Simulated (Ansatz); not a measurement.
# Sc₃Al: two-dimensional strain map

Computed with DFT PBEsol, scalar-relativistic, plane waves, PAW in Ansatz. Cutoff 420 eV, Γ-centred 12×12×12 k-points, Gaussian smearing of 0.15 eV. No spin polarisation. Energies are free energies at this smearing, counted from the undisturbed cell; pressure is positive in compression.

The starting cell (relaxed at this level; it needn't be the usual structure):

```
Sc Al
1.0
     4.37479    0.00000    0.00000
     0.00000    4.37479    0.00000
     0.00000    0.00000    4.37479
Sc Al
3 1
Cartesian
  2.1874 0.0000 2.1874
  0.0000 2.1874 2.1874
  2.1874 2.1874 0.0000
  0.0000 0.0000 0.0000
```

The cell is strained by p along both x and y and by q along z, fractional coordinates fixed. Points are written (p, q).

Energy above the undisturbed cell in meV/atom (a dash: not computed):

```csv
p \ q,-0.030,-0.015,0.000,0.015,0.030
-0.030,?,27.4,19.9,16.0,15.4
-0.015,17.6,9.4,4.9,3.8,5.9
0.000,6.9,?,0.0,1.6,6.2
0.015,5.7,3.4,4.4,8.5,15.5
0.030,13.1,13.6,?,23.6,?
```

Question: Fill in the withheld energies.

Answer: (-0.030, -0.030): 38.8; (0.000, -0.015): 1.7; (0.030, 0.000): 17.1; (0.030, 0.030): 32.9.

Cost: 25 runs of about 6 core-minutes in all, on Arm Neoverse V2 (shared hosts).